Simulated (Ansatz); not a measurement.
**Question.** Os (hcp (Mg type), P6_3/mmc) is relaxed with plane-wave PAW LDA (Ansatz code). What lattice parameters of the conventional cell result?

**Answer.** a = 2.716 Å, c = 4.290 Å.

The cell was relaxed with LDA under the symmetry of its start. No spin polarisation was allowed. Axis ratios of metals converge slowly with the k-mesh, so a and c are less sure than the volume. Spin–orbit coupling is left out wherever it is not named.

Potentials: the later of the program's two PAW sets.
